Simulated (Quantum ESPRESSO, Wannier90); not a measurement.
## Tight-binding from DFT: BeTe (zinc blende)

Materials Project entry mp-252; symmetrised, unrelaxed at this level. COD (Crystallography Open Database) has an entry of this formula and space group (matched by these alone). Level: PBEsol, spinors with spin-orbit coupling; pw.x of Quantum ESPRESSO at 71 Ry with PseudoDojo potentials, 8×8×8 k-points, Wannier90. Density: 10×10×10 mesh, cold smearing 0.01 Ry.

The plane-wave run has 42 bands and 20 electrons a cell. On the energy scale of pw.x, whose zero is arbitrary, the valence-band maximum lies at 7.72 eV.

Isolated groups of bands, relative to the valence-band maximum (bands from 21 on overlap up to the last one computed):

```
bands  from (eV)  to (eV)  filling  weight on atomic waves
-----  ---------  -------  -------  ----------------------
1–2       -99.85   -99.85   filled             Be 1s 100 %
3–6       -37.31   -37.31   filled             Te 4d 100 %
7–12      -35.85   -35.84   filled             Te 4d 100 %
13–14     -12.51   -10.70   filled  Te 5s 85 %, Be 2s 12 %
15–20      -5.78     0.00   filled   Te 5p 83 %, Be 2s 8 %
```

Input w.win, without the blocks of cell, atoms and k-points (512 lines):

```
num_bands = 42
num_wann = 16
spinors = true
num_iter = 800
conv_tol = 1.0e-6
conv_window = 4
dis_num_iter = 1000
dis_conv_tol = 1.0e-6
dis_froz_max = 10.83
write_hr = true
write_u_matrices = true
begin projections
Be: s;p
Te: s;p
end projections
mp_grid = 8 8 8
```

Q: Check the input against the numbers above: what is wrong, and how is it mended?

A: wannier90.x stops with:
```
dis_windows: More states in the frozen window than target WFs
```
At some k-point more bands lie below dis_froz_max than there are Wannier functions, and every frozen state has to fit into the subspace. Here the deep bands below band 13 or between the kept ones were not excluded and fill the window; only bands 13-42 belong to the model. Mended as below, all else unchanged, the run goes through (Ω_I = 23.3 Å²) and follows the plane-wave bands to 14 meV rms (states up to 2.6 eV relative to the valence-band maximum).
```
num_bands = 30
exclude_bands = 1-12
```
